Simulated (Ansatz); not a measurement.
Hg:
```cif
data_Hg4
_chemical_formula_sum 'Hg4'
_space_group_name_H-M_alt 'P63/mmc'
_space_group_IT_number 194
_space_group_name_Hall '-P 6c 2c'
_cell_length_a 3.43857
_cell_length_b 3.43857
_cell_length_c 10.86344
_cell_angle_alpha 90.000
_cell_angle_beta 90.000
_cell_angle_gamma 120.000
loop_
_atom_site_label
_atom_site_type_symbol
_atom_site_symmetry_multiplicity
_atom_site_Wyckoff_symbol
_atom_site_fract_x
_atom_site_fract_y
_atom_site_fract_z
_atom_site_occupancy
Hg1 Hg 2 a 0.00000 0.00000 0.00000 1
Hg2 Hg 2 c 0.33333 0.66667 0.25000 1
```

Relaxed with r²SCAN.

Problem. Which orbitals make up the states near the Fermi level in the program Ansatz at the r²SCAN level (PAW)?

Solution. Within 0.5 eV of the Fermi level: Hg 6s 78 %, outside the projected shells 20 %. Projections are on Löwdin-orthogonalised atomic valence shells; empty p or d shells of many metals are not among them.

Problem. Tabulate the density of states.

Solution. States/eV per cell of 4 atoms, in 0.25 eV bins, energy from the Fermi level.

```csv
E (eV),total,Hg 5d,Hg 6s
-7.75,0.00,0.00,0.00
-7.50,0.17,0.00,0.16
-7.25,1.08,0.61,0.46
-7.00,21.59,19.63,1.93
-6.75,23.06,21.85,1.16
-6.50,32.59,31.79,0.74
-6.25,26.21,25.45,0.70
-6.00,27.35,26.77,0.52
-5.75,30.52,30.12,0.37
-5.50,0.96,0.51,0.45
-5.25,0.85,0.31,0.53
-5.00,0.86,0.25,0.60
-4.75,0.90,0.22,0.66
-4.50,0.94,0.20,0.72
-4.25,0.98,0.18,0.77
-4.00,1.02,0.17,0.82
-3.75,1.07,0.16,0.87
-3.50,1.12,0.15,0.91
-3.25,1.17,0.14,0.96
-3.00,1.23,0.14,1.01
-2.75,1.31,0.13,1.08
-2.50,1.45,0.14,1.20
-2.25,1.56,0.14,1.29
-2.00,1.67,0.13,1.40
-1.75,1.54,0.11,1.31
-1.50,1.47,0.09,1.25
-1.25,1.82,0.10,1.54
-1.00,1.72,0.08,1.49
-0.75,2.11,0.08,1.85
-0.50,2.27,0.07,2.02
-0.25,1.23,0.03,1.14
0.00,0.24,0.00,0.18
0.25,0.22,0.00,0.02
0.50,0.42,0.00,0.03
0.75,0.63,0.01,0.05
1.00,0.84,0.01,0.07
1.25,1.14,0.01,0.10
1.50,1.42,0.01,0.11
1.75,1.80,0.01,0.11
2.00,1.65,0.01,0.10
2.25,1.67,0.01,0.10
2.50,2.08,0.01,0.12
2.75,2.37,0.01,0.13
3.00,1.99,0.01,0.11
3.25,1.61,0.01,0.09
3.50,1.53,0.01,0.08
3.75,1.46,0.01,0.07
4.00,1.63,0.01,0.06
4.25,1.88,0.01,0.05
4.50,1.70,0.01,0.04
4.75,1.80,0.01,0.04
```

Space group P6_3/mmc (dhcp (α-La type)). The first step of the workflow began from a Materials Project structure, measured or hypothetical; the Crystallography Open Database copy checked does not list it. It is not the usual solid phase (space group No. 166). Symmetry was held in the r²SCAN relaxation; its stability against distortions is not shown here. The substance is a gas or liquid at ambient conditions. Spin–orbit coupling is left out wherever it is not named.

Potentials: the later of the program's two PAW sets.
